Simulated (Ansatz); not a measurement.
What moves the field gradients of Cu₃BPd₃?

Cell of run 1: a measured structure from the Crystallography Open Database (COD), taken as it stands.

Space group Fd-3m:1 (No. 227); a = 11.1360 Å.

| site | Wyckoff | site symmetry | x | y | z |
| --- | --- | --- | --- | --- | --- |
| Cu1 | 32e | .3m | 0.8337 | 0.8337 | 0.3337 |
| Cu9 | 16c | .-3m | 0.6250 | 0.6250 | 0.1250 |
| B | 16d | .-3m | 0.1250 | 0.1250 | 0.6250 |
| Pd | 48f | 2.mm | 0.0542 | 0.2500 | 0.7500 |

One atom of each set is listed; the run and its k-mesh use a cell of 28 atoms with edges of 7.87, 7.87, 7.87 Å.

Relaxed positions (PBE, cell held):

Cu1 (0.8324, 0.8324, 0.3324)
Cu9 (0.6250, 0.6250, 0.1250)
B (0.1250, 0.1250, 0.6250)
Pd (0.0536, 0.2500, 0.7500)

All runs are DFT with Ansatz 0.2.0 (plane waves and PAW, scalar-relativistic unless spin–orbit coupling is named, Γ-centred meshes, Fermi–Dirac smearing where given) in this cell.

Run 1: PBE, atoms as given; 420 eV, 5×5×5 k-points, smearing 0.05 eV.
Run 2: PBE, atoms relaxed; 420 eV, 5×5×5 k-points, smearing 0.05 eV.
Run 3: r2SCAN, at the relaxed atoms; 500 eV, 5×5×5 k-points, smearing 0.05 eV.

```tsv
run	Cu1 V_zz (η)	Cu9 V_zz (η)	B V_zz (η)	Pd V_zz (η)
1	-0.34 (0.00)	1.34 (0.00)	0.11 (0.00)	-2.42 (0.81)
```

The results of the other runs, out of order. V_zz in 10²¹ V/m².

| result | Cu1 V_zz (η) | Cu9 V_zz (η) | B V_zz (η) | Pd V_zz (η) |
| --- | --- | --- | --- | --- |
| A | -0.48 (0.00) | 1.19 (0.00) | 0.11 (0.00) | -2.29 (0.67) |
| B | -0.40 (0.00) | 1.17 (0.00) | 0.12 (0.00) | -2.34 (0.77) |

Question: Which result belongs to which run?

Answer: A is run 3, B is run 2. Taken one at a time, the positions of the atoms (as given or relaxed) move the tensors on these sites by up to 0.16 (largest principal value of the change, on Cu9), the functional (r2SCAN with its higher cutoff) by 0.16 (Pd). Without a gap such differences can lie within the error of the k-mesh, so this order isn't firm.

Without spin–orbit coupling (the program notes it for Pd) the gradients can shift somewhat, as the gap is small. With these PAW files V_zz is typically within 2 to 3 % of all-electron values, but misses above 10 % occur on Pd. In runs 1, 2, 3 there is no gap above 0.1 eV, so the gradients can move by 10 % or more with the k-mesh. In run 1 the atoms aren't at the calculated equilibrium (largest force 0.26 eV/Å). The cell isn't the equilibrium one in runs 1, 2 (calculated pressure 5, 5 GPa), and the entry's cell may itself be off.
